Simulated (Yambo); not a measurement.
```
CELL_PARAMETERS angstrom
      3.92812     0.00000     0.00000
      0.00000     3.92812     0.00000
      0.00000     0.00000     5.65245
ATOMIC_POSITIONS crystal
  S  0.50000 0.00000 0.27543
  S  0.00000 0.50000 0.72457
  Zn 0.00000 0.00000 0.50000
  Cd 0.50000 0.50000 0.00000
```

CdZnS$_{2}$ (space group P-4m2, No. 115): mean Im ε in 1 eV windows above the direct gap of 2.60 eV, for different electron-hole kernels (Yambo, broadening 0.15 eV, PBEsol (Quantum ESPRESSO, PseudoDojo norm-conserving, 102 Ry, without SOC) bands; 8×8×6 mesh, 5 valence and 4 conduction bands, static screening with 58 bands and a 4 Ry block, scissor 1.22 eV, Tamm-Dancoff; field along x).

```
window (eV)  independent quasiparticles  RPA (no attraction)  BSE
-----------  --------------------------  -------------------  ---
2.6 to 3.6                          1.2                  1.1  2.5
3.6 to 4.6                          2.1                  1.9  5.1
4.6 to 5.6                          4.4                  4.1  6.5
5.6 to 6.6                          5.8                  5.2  7.0
```

This run doesn't resolve bound excitons or single peaks, so only averages are given, and they too depend on the mesh; weight that the attraction moves below the gap isn't listed. All transitions below 7.07 eV are in the band window. The scissor comes from a G0W0 run whose convergence isn't established.

Spin-orbit splittings are left out.

Geometry relaxed with PBEsol.

The structure is a Materials Project entry; no match was found in the copy of COD used, and its stability was not checked.
